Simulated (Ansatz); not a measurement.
Calculated ¹⁷O NMR of the central transition for SiO2

Cell: a structure deposited in the COD (listed for 0.2 GPa), its atoms then relaxed with PBE in this cell.

```cif
data_SiO2
_symmetry_space_group_name_H-M 'P4_12_12'
_symmetry_Int_Tables_number 92
_cell_length_a 4.9501
_cell_length_b 4.9501
_cell_length_c 6.8760
_cell_angle_alpha 90.000
_cell_angle_beta 90.000
_cell_angle_gamma 90.000
loop_
_atom_site_label
_atom_site_type_symbol
_atom_site_symmetry_multiplicity
_atom_site_Wyckoff_symbol
_atom_site_fract_x
_atom_site_fract_y
_atom_site_fract_z
Si Si 4 a 0.3076 0.3076 0.0000
O O 8 b 0.2355 0.1212 0.1877
```

One atom of each set is listed.

All values are calculated (Ansatz; DFT, r2SCAN, plane waves and PAW, scalar-relativistic, 500 eV cutoff, Γ-centred 5×5×4 k-points, Fermi–Dirac smearing 0.02 eV), not measured.

¹⁷O has I = 5/2 and Q = -25.58 mb (Pyykkö 2018); at 14.1 T its Larmor frequency is ν₀ = 81.4 MHz. Only the quadrupole interaction is simulated: positions count from each site's isotropic chemical shift, and J coupling is left out, as are shift anisotropy and dipolar coupling, which fast spinning averages.

(1) Simulate the second-order pattern (fast magic-angle spinning, Gaussian broadening 0.2 kHz) of site O (2 Si at 1.62–1.63 Å, angle 141°).

Results:

(1) The calculation gives C_Q = -5.70 MHz and η = 0.21, so ν_Q = 0.855 MHz and the centre of gravity lies at -29.8 ppm (-2.43 kHz).

(offset (kHz), height): (-6.315, 0), (-6.157, 0), (-6.000, 4), (-5.843, 7), (-5.685, 7), (-5.528, 7), (-5.370, 7), (-5.213, 8), (-5.056, 8), (-4.898, 8), (-4.741, 8), (-4.583, 8), (-4.426, 9), (-4.269, 11), (-4.111, 29), (-3.954, 45), (-3.796, 54), (-3.639, 72), (-3.482, 89), (-3.324, 74), (-3.167, 62), (-3.009, 57), (-2.852, 54), (-2.694, 53), (-2.537, 52), (-2.380, 52), (-2.222, 53), (-2.065, 55), (-1.907, 57), (-1.750, 61), (-1.593, 67), (-1.435, 81), (-1.278, 100), (-1.120, 88), (-0.963, 71), (-0.806, 62), (-0.648, 51), (-0.491, 19), (-0.333, 1), (-0.176, 0)

At O V_zz runs parallel to the line that joins its two neighbours (within 1°).

The largest force is 0.3 eV/Å, so the atoms aren't at the calculated equilibrium and relaxing them would move these values.

Hardware: 1 thread of Arm Neoverse V1 (aarch64; 8 cores open to the job, memory cap 2.5 GiB, no GPU), a shared host with a load of 0.8 a core. Wall time 39 s, CPU time 39 s, peak memory 0.72 GiB.
